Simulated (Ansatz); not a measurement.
**Vibrational response of Al3GaO6**

Theory: DFT PBE, scalar-relativistic, plane waves, PAW (Ansatz). Settings: 420 eV plane-wave cutoff, Γ-centred 8×8×4 mesh, fixed occupations. No spin polarisation. Phonons by linear response, acoustic sum rule imposed.

Relaxed structure:
```xyz
10
Lattice="6.0475 -1.4912 0.0002 6.0475 1.4912 0.0002 -1.3550 0.0000 5.5574" Properties=species:S:1:pos:R:3 pbc="T T T"
Al    3.2226    0.0000    3.8127
Al   10.7069    0.0000    1.1278
Al   -0.0179    0.0000    4.4026
Ga    7.5186    0.0000    1.7571
O     5.1051    0.0000    4.1260
O     5.5781    0.0000    1.4144
O     9.4462    0.0000    2.4363
O     1.3442    0.0000    3.2074
O     1.8153    0.0000    0.5533
O     8.9814    0.0000    4.9510
```

It was reached by relaxing an invented guess, and it needn't be the stable form of this composition.

Optical modes at Γ (transverse, no macroscopic field):
```tsv
frequency (cm⁻¹)	degeneracy	IR intensity of the level ((D/Å)²/amu)
153	1	0.31
164	1	0.47
184	1	0.01
217	1	1.10
238	1	1.40
248	1	1.27
286	1	9.83
311	1	10.29
314	1	11.72
351	1	0.99
358	1	0.18
391	1	0.18
406	1	0.69
453	1	18.25
455	1	22.69
460	1	2.39
487	1	8.79
501	1	7.63
564	1	2.10
622	1	30.78
676	1	0.75
696	1	8.13
707	1	0.19
740	1	0.05
746	1	20.92
773	1	14.41
781	1	0.52
```

All 27 optical modes at Γ are real: no displacement of atoms at fixed cell lowers the energy to second order. Strains and modes at other wave vectors aren't tested by this run.

```
Electronic dielectric constant ε∞ (principal values) : 3.33, 3.41, 3.46
Static dielectric constant ε0 (principal values)     : 9.6, 9.9, 10.0
Refractive index √ε∞, mean                           : 1.84
Kohn–Sham gap on the mesh                            : 3.69 eV
Cost                                                 : 9.6 min on 4 threads of Arm Neoverse V2, with other jobs on the host, peak memory 2.4 GiB
```

Born effective charges (e):
```csv
atom,Z*xx,Z*yy,Z*zz,mean
Al (atom 1),2.96,3.17,2.96,3.03
Al (atom 2),2.76,2.77,2.80,2.77
Al (atom 3),2.69,2.70,3.04,2.81
Ga (atom 4),3.11,3.43,2.91,3.15
O (atom 5),-2.13,-2.06,-1.51,-1.90
O (atom 6),-2.26,-2.05,-1.43,-1.91
O (atom 7),-2.14,-1.89,-2.00,-2.01
O (atom 8),-2.02,-1.97,-2.12,-2.04
O (atom 9),-1.46,-2.09,-2.35,-1.97
O (atom 10),-1.51,-2.00,-2.30,-1.94
```
